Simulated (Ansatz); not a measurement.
Recipe of this trial structure of CrCoC6N6: cyanide-bridged rock-salt net of two metals, 0 guest cations a cell (Fm-3m, No. 225). Its size is a rough estimate.

```
Cr Co C N
1.0
     0.00000    5.11550    5.11550
     5.11550    0.00000    5.11550
     5.11550    5.11550    0.00000
Cr Co C N
1 1 6 6
Cartesian
  0.0000 0.0000 0.0000
  5.1155 5.1155 5.1155
  1.9380 5.1155 5.1155
  5.1155 1.9380 5.1155
  5.1155 5.1155 1.9380
  8.2930 5.1155 5.1155
  5.1155 8.2930 5.1155
  5.1155 5.1155 8.2930
  3.1080 5.1155 5.1155
  5.1155 3.1080 5.1155
  5.1155 5.1155 3.1080
  7.1230 5.1155 5.1155
  5.1155 7.1230 5.1155
  5.1155 5.1155 7.1230
```

Computed with DFT PBE, scalar-relativistic, plane waves, PAW in Ansatz. Cutoff 420 eV, Gaussian smearing, Γ-centred meshes. Cell and atoms relax first on a coarse mesh and then on a converged one. In between, the cell is made exact in the group found at 0.06 Å. The steps can't lower the symmetry of their start. Collinear spin, starting moments Cr 3.0; Co 3.0 μB.

A guess keeps its type if space group and coordination stay and the shape of the cell changes little (axis ratios within about 15 %, angles within 6°); the volume may change.

Task: Does it keep its structure type, or change into something else?

Result: It keeps its type. The symmetry stays Fm-3m (No. 225). The volume per atom shrinks by 2.4 %, from 19.1 to 18.7 Å³. The shortest distance goes from 1.17 Å (C–N) to 1.16 Å (C–N). Counting neighbours within 15 % of an atom's shortest distance, the start has C 1, Co 6, Cr 6, N 1 and the end C 1, Co 6, Cr 6, N 1.

The last run used collinear spin, a 6×6×6 mesh for its 14-atom cell and Gaussian smearing of 0.02 eV. Another magnetic order may lie lower. Symmetry constrained the relaxation, so the result can be a saddle point.
